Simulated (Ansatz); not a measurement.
C:
Space group Imma (No. 74); a = 4.8756 Å, b = 7.8115 Å, c = 3.2153 Å, α = β = γ = 90.00°

| atom | site | symmetry | x | y | z |
|---|---|---|---|---|---|
| C | 8g | .2. | 0.2500 | 0.6616 | 0.2500 |
| C | 8h | m.. | 0.0000 | 0.5732 | 0.1244 |
(The calculation used a cell of 8 atoms; values per cell refer to that cell.)

Relaxed at zero pressure with DFT-PBEsol in the program Ansatz with PAW potentials.

### Question
The volume is raised by 3 % and shape and atoms relax at that volume. What pressure results, and how do the axes share the change?

### Answer
-3.7 GPa; a 0.3 %, b -0.2 %, c 2.9 %; the energy rises by 3 meV/atom.

### Question
Give the new structure.

### Answer

Space group Imma (No. 74); a = 4.8888 Å, b = 7.7980 Å, c = 3.3086 Å, α = β = γ = 90.00°

```csv
atom,site,symmetry,x,y,z
C,8g,.2.,0.2500,0.6612,0.2500
C,8h,m..,0.0000,0.5727,0.1233
```

The phase is kept; no other phase was compared at this pressure.

The start of the workflow was typed in or built on a structure type; neither database checked (COD, Materials Project) lists it. It is not the phase usual at ambient conditions (space group No. 194, 227). Symmetry was held in the PBEsol relaxation; of distortions, only those at the zone centre were tested.

Potentials: the earlier of the program's two PAW sets.
